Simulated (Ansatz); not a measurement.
**Two inputs for ZnS with an S vacancy**

Cell: a supercell of ZnS (wurtzite type, P6_3mc) built from an entry of the Crystallography Open Database (COD), with all atoms left at the host's positions.

Space group P3m1 (No. 156); a = 7.6220, c = 12.4680 Å, γ = 120.00°.

| site | Wyckoff | site symmetry | x | y | z |
| --- | --- | --- | --- | --- | --- |
| Zn1 | 1a | 3m. | 0.0000 | 0.0000 | 0.0000 |
| Zn2 | 1a | 3m. | 0.0000 | 0.0000 | 0.5000 |
| Zn3 | 3d | .m. | 0.0000 | 0.5000 | 0.0000 |
| Zn4 | 3d | .m. | 0.0000 | 0.5000 | 0.5000 |
| Zn9 | 3d | .m. | 0.1667 | 0.8333 | 0.2500 |
| Zn10 | 3d | .m. | 0.1667 | 0.8333 | 0.7500 |
| Zn15 | 1c | 3m. | 0.6667 | 0.3333 | 0.2500 |
| Zn16 | 1c | 3m. | 0.6667 | 0.3333 | 0.7500 |
| S17 | 1a | 3m. | 0.0000 | 0.0000 | 0.6925 |
| S18 | 3d | .m. | 0.0000 | 0.5000 | 0.1925 |
| S19 | 3d | .m. | 0.0000 | 0.5000 | 0.6925 |
| S24 | 3d | .m. | 0.1667 | 0.8333 | 0.4425 |
| S25 | 3d | .m. | 0.1667 | 0.8333 | 0.9425 |
| S30 | 1c | 3m. | 0.6667 | 0.3333 | 0.4425 |
| S31 | 1c | 3m. | 0.6667 | 0.3333 | 0.9425 |

One atom of each set is listed.

Reference run. Level of theory: DFT, PBE, plane waves and PAW, scalar-relativistic, 420 eV cutoff, Γ-centred 3×3×2 k-points, Fermi–Dirac smearing 0.01 eV, cell charge +2 (Ansatz 0.2.0).

Question: The input is changed as follows: `scf.eigensolver.kind`: not typed → davidson; `accuracy`: not typed → high; `basis.ecutwfc`: not typed → 200 eV. What happens to V_zz (10²¹ V/m²) and η?

Answer: 

```
site  V_zz reference  η reference  V_zz changed  η changed
 Zn1           13.00         0.00         12.88       0.00
 Zn3            2.47         0.24          2.62       0.20
 Zn9           11.48         0.08         11.47       0.10
Zn15            0.62         0.00          0.81       0.00
Zn16            1.62         0.00          1.82       0.00
 S17           -0.63         0.00         -0.45       0.00
 S18            6.75         0.34          6.78       0.31
 S19           -0.13         0.00          0.25       0.79
 S24            4.52         0.05          4.87       0.07
 S25            3.98         0.14          4.11       0.10
 S30           -0.30         0.00        -0.064       0.00
 S31           -0.89         0.00         -0.72       0.00
```

The largest change of V_zz along a kept axis is on S24, from 4.52 to 4.87. In per cent, |V_zz| changes by -1 to +6 on Zn, 0 to +8 on S (all sites that start above 2). On S19 the largest principal value lies along another axis in the second run, so the two V_zz can't be compared directly. The table leaves out 3 of the 15 sites, with |V_zz| up to 2.94; their tensors move by 0.12 at most along any direction. The statements above cover all sites. SCF iterations: 15 and 19. New warnings: cutoff below recommended. In the changed run the cutoff of 200 eV lies below the one recommended for these PAW files, so its values aren't converged ones.

On the reference run: The run isn't spin-polarised, and a state with spin may lie lower. The defect repeats with the cell of 31 atoms, so it feels its images: sites between two images don't show the values beside a lone defect, and zeros or small values of η there can come from the images' arrangement. S and Zn carry a gradient in the pure host already, so the values there aren't the defect's effect alone. A uniform background compensates the cell's charge. The defect cell has no gap above 0.1 eV on its mesh, so the values can hang on the smearing and the k-mesh. The neighbours have not yet relaxed around the defect (largest force 1.4 eV/Å), so a real crystal will differ.
